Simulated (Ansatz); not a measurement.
Simulated powder pattern, Cu Kα, λ = 1.54184 Å (kinematic, ideal powder, no thermal factors, no anomalous dispersion; the 30 strongest lines at most, above 1 %, up to 2θ = 90°):

```
2θ (°)  d (Å)  I/Imax (%)
------  -----  ----------
24.72   3.602          11
39.13   2.302         100
41.89   2.157          15
44.32   2.044         3.1
51.41   1.778          19
62.62   1.484         4.4
64.48   1.445          15
65.37   1.428         3.8
67.19   1.393          29
70.17   1.341         5.0
78.08   1.224          18
82.41   1.170         1.9
83.10   1.162         8.6
84.08   1.151         2.2
```

The pattern belongs to a structure relaxed with PBEsol (plane waves, PAW; program Ansatz).

### Question
Pick the material that matches.
(A) AlBN2, chalcopyrite
(B) Zr, hcp (Mg type)
(C) Ir, fcc (Cu type)
(D) Co, hcp (Mg type)

### Answer
A, AlBN2, chalcopyrite

### Question
Give the lattice parameters.

### Answer
a = 4.088 Å, c = 7.617 Å.

Space group I-42d (chalcopyrite). The start of the workflow was typed in or built on a structure type; neither database checked (COD, Materials Project) lists it. Whether it is the stable phase at ambient conditions was not checked. The cell was relaxed with PBEsol under the symmetry of its start; of distortions, only those at the zone centre were tested.

Potentials: the earlier of the program's two PAW sets.
